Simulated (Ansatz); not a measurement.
Data:

Zr2C:
```
Zr2C
1.0
    3.63419     0.00000     0.00000
    0.00000     3.63419     0.00000
    0.00000     0.00000     6.98004
Zr C
4 2
Direct
  0.00000   0.00000   0.00000
  0.50000   0.50000   0.00000
  0.50000   0.00000   0.36978
  0.00000   0.50000   0.63022
  0.50000   0.00000   0.72851
  0.00000   0.50000   0.27149
```

This is the r²SCAN-relaxed structure.

Question: All from plane-wave PAW r²SCAN (Ansatz code), unless another level is named. Estimate the electronic character.

Answer: metallic (no gap).

Question: And the formation energy from the elements (no fitted shifts)?

Answer: -2 meV/atom.

Question: What about the density of states at the Fermi level?

Answer: 0.37 states/eV per atom (mean over ±0.08 eV).

Question: What about the gap with spin–orbit coupling?

Answer: none (metallic).

Space group P4/nmm. A made-up cell: these elements were put on the sites of a structure type; neither database checked (COD, Materials Project) lists it. Whether it is the stable phase at ambient conditions was not checked. The r²SCAN relaxation kept the symmetry of its start; whether a distortion lowers the energy is not shown. The run is not spin-polarised. The references are the lowest solids computed at this level, not always the standard phases. Spin–orbit coupling is left out wherever it is not named.

Potentials: the earlier of the program's two PAW sets.
